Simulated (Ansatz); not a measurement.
Lattice vibrations of TiW$_{3}$ at Γ

Theory: Ansatz 0.2.0, DFT PBE, scalar-relativistic, plane waves, PAW. Plane waves to 420 eV; Γ-centred k mesh 18×18×6; Fermi-Dirac smearing of 0.15 eV. No spin polarisation. Phonons by linear response, acoustic sum rule imposed.

Relaxed structure:
```
Ti W
1.0
     1.59171   -2.26077    0.00000
     1.59171    2.26077    0.00000
     0.00000    0.00000    8.98528
Ti W
1 3
Direct
  0.50000 0.50000 0.50000
  0.50000 0.50000 0.00000
  0.00000 0.00000 0.24820
  0.00000 0.00000 0.75180
```

The cell was found from a structure generator's guess, not taken from experiment. In a metal, frequencies depend on the k mesh and the smearing, soft modes most. Spin–orbit coupling is left out, which matters for heavy elements.

(1) Is this structure stable against zone-centre distortions?

(2) List the optical modes at Γ (i marks imaginary ones).

Results:

(1) Yes, at Γ: no optical mode is imaginary. Strains and other wave vectors aren't tested by this run.

(2)
```tsv
frequency (cm⁻¹)	degeneracy
90	1
95	1
104	1
120	1
149	1
164	1
182	1
205	1
244	1
```
